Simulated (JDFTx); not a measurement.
```json
{
 "surface": "V(211)",
 "bulk": "V, Im-3m, lattice of mp-146 (not re-optimised)",
 "slab": "8 atoms in 8 planes, 1x1, 8.3 Å between the outermost planes",
 "in-plane cell": "2.583 × 4.218 Å, 10.89 Å²",
 "cell_height": "24.5 Å",
 "sampling": "8×6×1 k mesh, Fermi smearing 0.01 Ha, no spin polarisation"
}
```

Neither spin polarisation nor a larger cell was tried.

All numbers are PBE, GBRV ultrasoft potentials, plane waves to 20/100 Ha results from JDFTx (a modified build), not measurements. Liquid: CANDLE, water, 0.5 M KCl. The neutral cell holds 104 valence electrons and has two faces of 10.894 Å² each. Last filling lines of the neutral and of a charged run (μ in hartree, zero in the bulk liquid):

```
FillingsUpdate:  mu: -0.127117251  nElectrons: 104.000000
FillingsUpdate:  mu: -0.152142000  nElectrons: 103.718398
```

A calculation by hand: both potentials, by the convention U = −μ/e − 4.44 V vs SHE, the surface charge density and the mean capacitance.

U_pzc = 0.12712 × 27.2114 − 4.44 = -0.98 V; U = 0.15214 × 27.2114 − 4.44 = -0.30 V. The cell has -0.2816 excess electrons, a net charge of 0.2816 e, shared by two faces: σ = 0.2816 e / (2 × 10.894 Å²) = 0.01292 e/Å² = 20.7 μC/cm² (1 e/Å² = 1602.18 μC/cm²). C = σ/(U − U_pzc) = 20.7/0.68 ≈ 30 μF/cm².
